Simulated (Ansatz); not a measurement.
# Ta$_{2}$O$_{5}$: frozen normal mode

The calculation used DFT r2SCAN, scalar-relativistic, plane waves, PAW in Ansatz. Cutoff 500 eV, Γ-centred 8×8×8 k-points, Gaussian smearing of 0.05 eV. Spin–orbit coupling is left out, which can shift energies with elements as heavy as these. No spin polarisation. Energies are free energies at this smearing, counted from the undisturbed cell; pressure is positive in compression.

Reference structure (relaxed at this level; it needn't be the usual structure):

```
CELL_PARAMETERS angstrom
-2.62356 2.62356 4.77571
2.62356 -2.62356 4.77571
2.62356 2.62356 -4.77571
ATOMIC_POSITIONS crystal
Ta 0.19725 0.19725 0.00000
Ta 0.80275 0.80275 0.00000
O 0.00000 0.00000 0.00000
O 0.50000 0.00000 0.00000
O 0.00000 0.50000 0.00000
O 0.00000 0.00000 0.50000
O 0.50000 0.50000 0.50000
```

A zone-centre mode of this cell is frozen in: each atom moves by x times its row below, so x is the largest displacement.
```
atom ux uy uz
 Ta1   0.000   0.000   0.000
 Ta2   0.000   0.000   0.000
  O3   0.000   0.000   0.000
  O4  -0.264   0.264  -0.927
  O5   0.264  -0.264  -0.927
  O6   0.264   0.264   0.927
  O7  -0.264  -0.264   0.927
```

```csv
x (Å),ΔE (meV/cell)
-0.2600,-183.2
-0.1300,-62.1
0.0000,0.0
0.0325,-4.3
0.0650,-16.7
0.0975,-36.5
0.1625,-91.9
0.1950,-123.5
0.2275,-154.8
```

Problem. Predict the pressure (GPa) at each point.

Solution.
| x (Å) | pressure (GPa) |
| --- | --- |
| -0.2600 | -3.5 |
| -0.1300 | -0.9 |
| 0.0000 | 0.0 |
| 0.0325 | -0.1 |
| 0.0650 | -0.2 |
| 0.0975 | -0.5 |
| 0.1625 | -1.4 |
| 0.1950 | -2.0 |
| 0.2275 | -2.7 |